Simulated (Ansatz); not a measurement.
CaC2-type BaC₂

The computed numbers are results of PBEsol, scalar-relativistic (no spin polarisation) in the plane-wave PAW code Ansatz at 420 eV, 10×10×10 k-mesh, Gaussian smearing of 0.05 eV. The datasets are Ansatz's generated set soft_2.

```
CELL_PARAMETERS angstrom
-2.15669 2.15669 3.58492
2.15669 -2.15669 3.58492
2.15669 2.15669 -3.58492
ATOMIC_POSITIONS crystal
Ba 0.00000 0.00000 0.00000
C 0.41202 0.41202 0.00000
C 0.58798 0.58798 0.00000
```

The structure was built from a prototype; whether the compound forms in it isn't claimed.

Cell and atoms are those of this level's equilibrium.

The cell has space group I4/mmm (read at 0.01 Å). In it the stress is 0.00, 0.00, 0.00, 0.00, 0.00, 0.00 GPa and the largest force component 0.000 eV/Å. Each change below starts from this cell, without further relaxation. Stress is in GPa, positive in compression, in the order xx, yy, zz, yz, xz, xy; energies are counted from the cell above.

Task: What happens when atom 3 (C) is moved by 0.02 Å along z?

Result: The energy changes by 14.7 meV per cell, and the force on it along the shift is -1.442 eV/Å (−F/u = 72.11 eV/Å²). Stress: 0.10, 0.10, -4.03, 0.00, 0.00, 0.00. The gap on the mesh goes from 1.37 eV to 1.32 eV.
| atom | Fx (eV/Å) | Fy | Fz |
| --- | --- | --- | --- |
| Ba1 | 0.000 | 0.000 | 0.027 |
| C2 | 0.000 | 0.000 | 1.415 |
| C3 | 0.000 | 0.000 | -1.442 |
In a harmonic crystal the energy would rise by −½F·u = ½ × 72.11 × 0.02² eV = 14.4 meV, which matches.

Task: A single strain component, atoms carried along, gave the stress -0.17, -0.17, -7.26, 0.00, 0.00, 0.00. Which component, and about how large?

Result: An engineering strain of 2 % in zz; the energy changes by 31.1 meV per cell.

Semilocal functionals underestimate band gaps, commonly by a third or more. No spin–orbit coupling, a notable omission for heavy elements.
